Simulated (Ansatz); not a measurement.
Relaxed Ru (hcp, Mg type):

```
CELL_PARAMETERS angstrom
      2.69188     0.00000     0.00000
     -1.34594     2.33123     0.00000
      0.00000     0.00000     4.24566
ATOMIC_POSITIONS crystal
  Ru 0.33333 0.66667 0.75000
  Ru 0.66667 0.33333 0.25000
```

In this cell atom 1 (Ru, nearest neighbour Ru at 2.631 Å; its periodic images, 2.7 Å or more away, move with it) is moved by s along Cartesian [110], unit vector (0.707, 0.707, 0.000); all other atoms and the cell stay fixed.

Method: PBEsol (plane waves to 420 eV, PAW, scalar-relativistic; Ansatz, a program for electronic structure). k mesh 16×16×9 (Γ-centred), Fermi-Dirac smearing 0.05 eV. The energy includes the smearing's −TS. With partly filled bands, energies and forces of such displacements shift with the k mesh and the smearing. Ru is run without spin polarisation. Ru was relaxed with its symmetry unable to fall. ΔE is measured from the undisplaced structure. The last digit holds for this mesh only.

| s (Å) | ΔE (meV/cell) |
|---|---|
| -0.260 | 245.8 |
| -0.208 | 160.3 |
| -0.156 | 92.4 |
| -0.104 | 42.5 |
| -0.052 | 11.0 |
| 0.000 | 0.0 |
| 0.052 | 11.2 |
| 0.104 | 44.3 |
| 0.156 | 98.0 |
| 0.208 | 171.4 |
| 0.260 | 264.1 |

Task: What force constant k = d²E/ds² at s = 0 does the table give?

Result: 8.3 eV/Å². It is the second difference of the nearest points, corrected with the next pair.

Task: With k = 8.23 eV/Å² from the forces, is the well harmonic out to s = 0.260 Å?

Result: ½ks² = 278 meV/cell against the computed 264 meV/cell, so the well is softer than harmonic there.

(For displaced atoms, the force is minus the slope of the energy, and its curvature is a force constant, which sets phonon frequencies.)
